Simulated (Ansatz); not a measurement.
From the elastic tensor of K$_{2}$NaBCl$_{6}$ to moduli and sound speeds

Method: DFT PBE, scalar-relativistic, plane waves, PAW (Ansatz 0.2.0). Cutoff 420 eV, 4×4×4 k-points (Γ-centred), fixed occupations. No spin polarisation.

It takes space group C2 (No. 5, monoclinic). The conventional cell has a = 7.988 Å, b = 7.842 Å, c = 9.038 Å, α = 90.00°, β = 97.59°, γ = 90.00°. K (site symmetry 1) has 8 Cl at 3.26 to 3.68 Å as nearest neighbours. Na (site symmetry 2) has 6 Cl at 2.79 to 3.07 Å as nearest neighbours. Around B (site symmetry 2) lie 4 Cl at 1.85 to 1.87 Å. Around Cl (site symmetry 1) lie 1 B at 1.85 Å. Around Cl (site symmetry 1) lie 2 Na at 2.79 to 2.81 Å. Cl (site symmetry 1) has 1 B at 1.87 Å as nearest neighbours.

The structure comes from a generated guess, relaxed at this level; another structure or a mixture of phases may lie lower.

Relaxed-ion constants (GPa, on the Cartesian axes of the calculation):
C11 = 23.3, C12 = 9.7, C13 = 3.7, C14 = -0.7, C15 = -0.2, C16 = -0.8, C22 = 23.4, C23 = 3.7, C24 = -0.2, C25 = -0.7, C26 = -0.7, C33 = 19.4, C34 = -1.2, C35 = -1.2, C36 = -0.8, C44 = 4.2, C45 = -0.1, C46 = -0.3, C55 = 4.2, C56 = -0.3, C66 = 5.3 GPa; the others vanish.

Density 1.922 g/cm³; 10 atoms in 280.59 Å³.

```json
{"Bulk modulus, Voigt / Reuss / Hill": "11.1 / 10.3 / 10.7 GPa", "Shear modulus, Voigt / Reuss / Hill": "6.0 / 5.3 / 5.7 GPa", "Young's modulus": "14 GPa", "Poisson ratio": "0.275", "Pugh ratio B/G": "1.88 (over 1.75, the rule of thumb for ductile)", "Universal anisotropy index": "0.72", "Longitudinal and transverse sound speeds": "3084 and 1719 m/s", "Debye temperature from the mean sound speed": "188 K"}
```
